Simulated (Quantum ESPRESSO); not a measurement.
Simulation results for ScGa3As3P (made-up cell)

All values are calculated (Quantum ESPRESSO 7.5). Calculation on a made-up crystal cell, not a measurement: periodic Kohn-Sham density functional theory in plane waves with PseudoDojo standard norm-conserving scalar-relativistic pseudopotentials, each functional with its own files (v0.5 for PBE, v0.4.1 for LDA and PBEsol), no spin polarisation, no spin-orbit coupling, atoms not relaxed, stress positive in tension, energies less a fixed whole-eV offset for each atom's element; levels are Kohn-Sham levels at fractions of this cell's reciprocal vectors, counted from the reference band (half the neutral cell's valence electrons, rounded up) at Gamma; error bars cover cutoff and k-mesh only, not smearing or the files; added strain carries the atoms with the cell, and shear is the tensor component; each bar is the largest change over components, and at least 0.002 eV, 0.002 eV per angstrom or 0.02 GPa; energies are for the whole cell, and the offsets were chosen from early runs and are not element reference energies.

Settings shared by all entries: lattice type zincblende/diamond; functional pbe; cutoff 1143 eV; fermi dirac smearing 0.025 eV; scf tolerance 1e-07 eV; electrons removed 0; k mesh 4 x 4 x 4, shifted by half a step.

(1) 
```xyz
8
Lattice="6.0124 -0.0482 0.0048 -0.0482 5.9473 -0.0481 0.0048 -0.0481 6.0142" Properties=species:S:1:pos:R:3 formula=ScGa3As3P free_energy_less_offsets=0.4274 smearing_term_minus_ts=0 scf_iterations=11 pressure=-3.93 stress_xx=3.857 stress_yy=3.907 stress_zz=4.026 stress_yz=-0.947 stress_xz=-0.2259 stress_xy=-0.06363 reference_band=50 error_bar_energy=0.006823 error_bar_stress=0.02 error_bar_force=0.003804 error_bar_next_band_up=0.002 error_bars_from=tighter_rerun_of_a_related_cell
Sc     0.0284    -0.0011    -0.0199
Ga     0.0060     2.8982     2.9646
Ga     2.9599    -0.0096     3.0000
Ga     2.9863     2.9271     0.0231
As     1.4799     1.4367     1.4976
As     1.5174     4.4239     4.5460
As     4.5071     1.3757     4.5003
P      4.4518     4.4556     1.5265
```

Units: free_energy_less_offsets, smearing_term_minus_ts, error_bar_energy, error_bar_next_band_up in eV; pressure, stress_xx, stress_yy, stress_zz, stress_yz, stress_xz, stress_xy, error_bar_stress in GPa; error_bar_force in eV/Å.

Atoms:
| atoms element | atom site | atom energy offset (eV) |
| --- | --- | --- |
| Sc | 1 | -1320 |
| Ga | 2 | -2080 |
| Ga | 3 | -2080 |
| Ga | 4 | -2080 |
| As | 5 | -2887 |
| As | 6 | -2887 |
| As | 7 | -2887 |
| P | 8 | -189 |

Forces:
| site | x (eV/Å) | y (eV/Å) | z (eV/Å) |
| --- | --- | --- | --- |
| 1 | -1.035 | -0.561 | 0.396 |
| 2 | -0.4322 | 0.6211 | 0.1631 |
| 3 | 0.4527 | -0.4753 | 0.01258 |
| 4 | 0.4771 | 0.4019 | 0.1087 |
| 5 | 0.6999 | 0.6527 | 0.5411 |
| 6 | 0.4729 | -0.7866 | -0.8897 |
| 7 | -0.4724 | 0.6521 | -0.4242 |
| 8 | -0.1626 | -0.505 | 0.0925 |

Levels:
| level k point | next band up (eV) |
| --- | --- |
| Gamma | 0.755 |
| (1/2,1/2,1/2) | 1.24 |
| (0.15,0,0) | 1.077 |
| (0,0.15,0) | 1.089 |
| (0,0,0.15) | 1.098 |

(2) 
```xyz
8
Lattice="6.0124 -0.0482 0.0048 -0.0482 5.9473 -0.0481 0.0048 -0.0481 6.0142" Properties=species:S:1:pos:R:3 formula=ScGa3As3P free_energy_less_offsets=0.3253 smearing_term_minus_ts=0 scf_iterations=12 pressure=-4.194 stress_xx=4.373 stress_yy=3.806 stress_zz=4.404 stress_yz=-0.9144 stress_xz=0.5571 stress_xy=-0.22 reference_band=50 error_bar_energy=0.006823 error_bar_stress=0.02 error_bar_force=0.003804 error_bar_next_band_up=0.002 error_bars_from=tighter_rerun_of_a_related_cell
Ga     0.0284    -0.0011    -0.0199
Sc     0.0060     2.8982     2.9646
Ga     2.9599    -0.0096     3.0000
Ga     2.9863     2.9271     0.0231
As     1.4799     1.4367     1.4976
As     1.5174     4.4239     4.5460
As     4.5071     1.3757     4.5003
P      4.4518     4.4556     1.5265
```

Units: free_energy_less_offsets, smearing_term_minus_ts, error_bar_energy, error_bar_next_band_up in eV; pressure, stress_xx, stress_yy, stress_zz, stress_yz, stress_xz, stress_xy, error_bar_stress in GPa; error_bar_force in eV/Å.

Atoms:
| atoms element | atom site | atom energy offset (eV) |
| --- | --- | --- |
| Ga | 1 | -2080 |
| Sc | 2 | -1320 |
| Ga | 3 | -2080 |
| Ga | 4 | -2080 |
| As | 5 | -2887 |
| As | 6 | -2887 |
| As | 7 | -2887 |
| P | 8 | -189 |

Forces:
| site | x (eV/Å) | y (eV/Å) | z (eV/Å) |
| --- | --- | --- | --- |
| 1 | -0.5378 | -0.3936 | 0.3099 |
| 2 | -0.6892 | 1.091 | 0.05343 |
| 3 | 0.4271 | -0.5231 | -0.08186 |
| 4 | 0.4571 | 0.3889 | 0.1771 |
| 5 | 0.7057 | -0.4478 | -0.6033 |
| 6 | 0.1472 | 0.005558 | -0.01196 |
| 7 | -0.3819 | -0.1503 | 0.5715 |
| 8 | -0.1284 | 0.02945 | -0.4148 |

Levels:
| level k point | next band up (eV) |
| --- | --- |
| Gamma | 0.6867 |
| (1/2,1/2,1/2) | 1.223 |
| (0.15,0,0) | 1.129 |
| (0,0.15,0) | 1.087 |
| (0,0,0.15) | 1.14 |

(3) 
```xyz
8
Lattice="6.0124 -0.0482 0.0048 -0.0482 5.9473 -0.0481 0.0048 -0.0481 6.0142" Properties=species:S:1:pos:R:3 formula=ScGa3As3P free_energy_less_offsets=0.4348 smearing_term_minus_ts=0 scf_iterations=11 pressure=-3.86 stress_xx=3.998 stress_yy=3.81 stress_zz=3.771 stress_yz=-0.1243 stress_xz=-0.4355 stress_xy=-0.2256 reference_band=50 error_bar_energy=0.006823 error_bar_stress=0.02 error_bar_force=0.003804 error_bar_next_band_up=0.002 error_bars_from=tighter_rerun_of_a_related_cell
Ga     0.0284    -0.0011    -0.0199
Ga     0.0060     2.8982     2.9646
Sc     2.9599    -0.0096     3.0000
Ga     2.9863     2.9271     0.0231
As     1.4799     1.4367     1.4976
As     1.5174     4.4239     4.5460
As     4.5071     1.3757     4.5003
P      4.4518     4.4556     1.5265
```

Units: free_energy_less_offsets, smearing_term_minus_ts, error_bar_energy, error_bar_next_band_up in eV; pressure, stress_xx, stress_yy, stress_zz, stress_yz, stress_xz, stress_xy, error_bar_stress in GPa; error_bar_force in eV/Å.

Atoms:
| atoms element | atom site | atom energy offset (eV) |
| --- | --- | --- |
| Ga | 1 | -2080 |
| Ga | 2 | -2080 |
| Sc | 3 | -1320 |
| Ga | 4 | -2080 |
| As | 5 | -2887 |
| As | 6 | -2887 |
| As | 7 | -2887 |
| P | 8 | -189 |

Forces:
| site | x (eV/Å) | y (eV/Å) | z (eV/Å) |
| --- | --- | --- | --- |
| 1 | -0.516 | -0.3215 | 0.3202 |
| 2 | -0.3717 | 0.6095 | 0.0582 |
| 3 | 0.3863 | -0.7062 | -0.173 |
| 4 | 0.3507 | 0.3828 | 0.1803 |
| 5 | -0.5379 | 0.7059 | -0.6632 |
| 6 | -0.5266 | -0.6713 | 0.193 |
| 7 | 0.5863 | 0.6551 | 0.6735 |
| 8 | 0.6289 | -0.6542 | -0.589 |

Levels:
| level k point | next band up (eV) |
| --- | --- |
| Gamma | 0.8353 |
| (1/2,1/2,1/2) | 1.33 |
| (0.15,0,0) | 1.146 |
| (0,0.15,0) | 1.121 |
| (0,0,0.15) | 1.13 |

(4) 
```xyz
8
Lattice="6.0124 -0.0482 0.0048 -0.0482 5.9473 -0.0481 0.0048 -0.0481 6.0142" Properties=species:S:1:pos:R:3 formula=ScGa3As3P free_energy_less_offsets=0.3489 smearing_term_minus_ts=0 scf_iterations=11 pressure=-4.087 stress_xx=4.406 stress_yy=3.573 stress_zz=4.284 stress_yz=-0.346 stress_xz=0.3807 stress_xy=-0.3875 reference_band=50 error_bar_energy=0.006823 error_bar_stress=0.02 error_bar_force=0.003804 error_bar_next_band_up=0.002 error_bars_from=tighter_rerun_of_this_cell
Ga     0.0284    -0.0011    -0.0199
Ga     0.0060     2.8982     2.9646
Ga     2.9599    -0.0096     3.0000
Sc     2.9863     2.9271     0.0231
As     1.4799     1.4367     1.4976
As     1.5174     4.4239     4.5460
As     4.5071     1.3757     4.5003
P      4.4518     4.4556     1.5265
```

Units: free_energy_less_offsets, smearing_term_minus_ts, error_bar_energy, error_bar_next_band_up in eV; pressure, stress_xx, stress_yy, stress_zz, stress_yz, stress_xz, stress_xy, error_bar_stress in GPa; error_bar_force in eV/Å.

Atoms:
| atoms element | atom site | atom energy offset (eV) |
| --- | --- | --- |
| Ga | 1 | -2080 |
| Ga | 2 | -2080 |
| Ga | 3 | -2080 |
| Sc | 4 | -1320 |
| As | 5 | -2887 |
| As | 6 | -2887 |
| As | 7 | -2887 |
| P | 8 | -189 |

Forces:
| site | x (eV/Å) | y (eV/Å) | z (eV/Å) |
| --- | --- | --- | --- |
| 1 | -0.5616 | -0.3614 | 0.2534 |
| 2 | -0.4168 | 0.5452 | 0.157 |
| 3 | 0.3962 | -0.492 | -0.0001303 |
| 4 | 0.6449 | 0.4794 | 0.1599 |
| 5 | -0.4159 | -0.3751 | 0.4603 |
| 6 | -0.571 | 0.2393 | -0.8264 |
| 7 | 0.4484 | -0.1225 | -0.316 |
| 8 | 0.4758 | 0.0871 | 0.1119 |

Levels:
| level k point | next band up (eV) |
| --- | --- |
| Gamma | 0.7186 |
| (1/2,1/2,1/2) | 1.197 |
| (0.15,0,0) | 1.114 |
| (0,0.15,0) | 1.067 |
| (0,0,0.15) | 1.109 |
